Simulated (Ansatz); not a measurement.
## SiC (4H polytype) under strain

SiC (4H polytype), relaxed with r2SCAN in the PAW code Ansatz. Space group P6_3mc (No. 186), hexagonal; conventional cell a = 3.078 Å, c = 10.077 Å, 10.33 Å³ an atom. Si has 4 C at 1.88–1.89 Å; Si has 4 C at 1.89 Å; C has 4 Si at 1.89 Å; C has 4 Si at 1.88–1.89 Å.

The axes x, y and z are those of this cell:
```yaml
crystal:
  lattice:
    - [3.07756, 0.00000, 0.00000]
    - [-1.53878, 2.66524, 0.00000]
    - [0.00000, 0.00000, 10.07672]
  atoms:
    - { symbol: Si, position: [0.00000, 0.00000, 0.99986] }
    - { symbol: Si, position: [0.33333, 0.66667, 0.24991] }
    - { symbol: Si, position: [0.00000, 0.00000, 0.49986] }
    - { symbol: Si, position: [0.66667, 0.33333, 0.74991] }
    - { symbol: C, position: [0.00000, 0.00000, 0.18728] }
    - { symbol: C, position: [0.33333, 0.66667, 0.43795] }
    - { symbol: C, position: [0.00000, 0.00000, 0.68728] }
    - { symbol: C, position: [0.66667, 0.33333, 0.93795] }
```

Unstrained: PBE gives an indirect gap of 2.226 eV, from Γ to M; the least direct gap is 3.349 eV at M. r2SCAN gives an indirect gap of 2.598 eV, from Γ to M; the least direct gap is 3.776 eV at M. HSE06 gives an indirect gap of 3.140 eV, from Γ to M; the least direct gap is 4.375 eV at M. Meshes: PBE 12×12×4, r2SCAN 12×12×4, HSE06 6×6×2. Strains are changes of length per length. After each strain the atoms were relaxed again with r2SCAN within the symmetry that the strain leaves, so tilts or polar shifts that break it weren't tested; points keep the names that they have in the unstrained zone. No spin polarisation and no zero-point or thermal motion.

Changes of the least gap in eV (an overlap counts as a negative gap):
```
                          strain  volume change (%)  space group     PBE  r2SCAN   HSE06  energy rise, r2SCAN (meV/atom)
isotropic -3.0 % on every length               -8.7       P6_3mc  +0.009  +0.033  +0.039                            64.9
isotropic -2.0 % on every length               -5.9       P6_3mc  +0.008  +0.024  +0.027                            28.0
isotropic -1.0 % on every length               -3.0       P6_3mc  +0.005  +0.013  +0.015                             6.8
isotropic +1.0 % on every length               +3.0       P6_3mc  -0.006  -0.015  -0.017                             6.4
isotropic +2.0 % on every length               +6.1       P6_3mc  -0.015  -0.031  -0.035                            24.9
isotropic +3.0 % on every length               +9.3       P6_3mc  -0.025  -0.049  -0.054                            54.6
```

Isotropic -3.0 % on every length. HSE06: the gap goes from 3.140 to 3.179 eV (+0.039 eV). Stress change with r2SCAN, compression positive: xx +24.92, yy +24.92, zz +24.54 GPa. For HSE06, dE_g/d ln V = -0.4 eV over this step.

Isotropic -2.0 % on every length. HSE06: the gap goes from 3.140 to 3.167 eV (+0.027 eV). Stress change with r2SCAN, compression positive: xx +15.59, yy +15.59, zz +15.36 GPa. For HSE06, dE_g/d ln V = -0.4 eV over this step.

Isotropic -1.0 % on every length. HSE06: the gap goes from 3.140 to 3.155 eV (+0.015 eV). Stress change with r2SCAN, compression positive: xx +7.32, yy +7.32, zz +7.20 GPa. For HSE06, dE_g/d ln V = -0.5 eV over this step.

Isotropic +1.0 % on every length. HSE06: the gap goes from 3.140 to 3.123 eV (-0.017 eV). Stress change with r2SCAN, compression positive: xx -6.45, yy -6.45, zz -6.35 GPa. For HSE06, dE_g/d ln V = -0.6 eV over this step.

Isotropic +2.0 % on every length. HSE06: the gap goes from 3.140 to 3.105 eV (-0.035 eV). Stress change with r2SCAN, compression positive: xx -12.10, yy -12.10, zz -11.93 GPa. For HSE06, dE_g/d ln V = -0.6 eV over this step.

Isotropic +3.0 % on every length. HSE06: the gap goes from 3.140 to 3.086 eV (-0.054 eV); with r2SCAN the top three valence levels at Γ, grouped 2+1 from the top over 52 meV, become 2+1 over 47 meV. Stress change with r2SCAN, compression positive: xx -17.04, yy -17.04, zz -16.81 GPa. For HSE06, dE_g/d ln V = -0.6 eV over this step.

The meshes of the hybrids are coarse, so their gaps aren't converged to the digits shown.

The splittings at Γ are without spin-orbit coupling, which regroups them where it is of like size or larger.
